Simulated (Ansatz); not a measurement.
MgO2: pressure against volume

MgO2, Pa-3, a = 4.834 Å. The structure is a Materials Project entry; whether it is the stable form wasn't checked. Ansatz: r2SCAN, PAW, 500 eV, Γ-centred 6×6×6 mesh on 12 atoms, Gaussian smearing 0.02 eV; no spin polarisation. Shape and atoms are relaxed at each volume; pressure is positive in compression.

```tsv
V (Å³/atom)	P (GPa)
8.285	?
8.567	16.45
8.849	10.07
9.132	4.64
9.414	0.01
9.697	-3.95
9.979	-7.32
10.356	-11.06
```

Task: Take V0 = 9.414 Å³/atom, count pressures from its P0 = 0.01 GPa, fit the third-order Birch–Murnaghan form to the other rows, and predict the missing pressure.

Result: With the Eulerian strain f = ½[(V0/V)^(2/3) − 1] and y = (P − P0)/[3f(1 + 2f)^(5/2)], the form is the line y = B0 + 1.5 B0 (B0′ − 4) f. Rows (f, y): 0.03244, 144.4; 0.02106, 143.6; 0.01024, 143.3; -0.00978, 141.8; -0.01906, 141.3; -0.03080, 140.4. Means f = 0.0006833, y = 142.47; Σ(Δf)² = 0.003006, ΣΔfΔy = 0.1875; the slope is their ratio. y = 142.4 + 62.40 f GPa, so B0 = 142.4 GPa and B0′ = 4 + 2 × (62.40)/(3 × 142.4) = 4.29. At V = 8.285, f = 0.04445, y = 145.17 and P = 23.96 GPa. The run gave 23.95 GPa, so the fit is 0.01 GPa too high, within twice the rms miss on the fitted rows (0.005 GPa).